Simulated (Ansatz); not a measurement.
**BiTe: a sublattice moved along a line**

Computed with DFT r2SCAN, scalar-relativistic, plane waves, PAW in Ansatz. Settings: plane waves to 500 eV, k-mesh 14×14×14 (Γ-centred), Gaussian smearing 0.15 eV. Spin–orbit coupling is left out, which can shift energies with elements as heavy as these. No spin polarisation. Energies are free energies at this smearing, counted from the undisturbed cell; pressure is positive in compression.

The starting cell (as given, not relaxed at this level; it stands at 0.0 GPa, and it needn't be the usual structure):

```xyz
2
Lattice="0.0000 3.2350 3.2350 3.2350 0.0000 3.2350 3.2350 3.2350 0.0000" Properties=species:S:1:pos:R:3 pbc="T T T"
Bi    0.0000    0.0000    0.0000
Te    3.2350    3.2350    3.2350
```

Every Bi atom is moved by x along the Cartesian unit vector (0.000, 0.000, -1.000); the cell and all other atoms stay fixed. The cell is metallic on the mesh throughout.

```
  x (Å)  ΔE (meV/cell) force along x on the moved atoms (eV/Å) pressure (GPa)
-0.2000           51.6                                     0.53             0.7
-0.1000           12.6                                     0.25             0.2
 0.0000            0.0                                     0.00             0.0
 0.1500           28.7                                    -0.39             0.4
```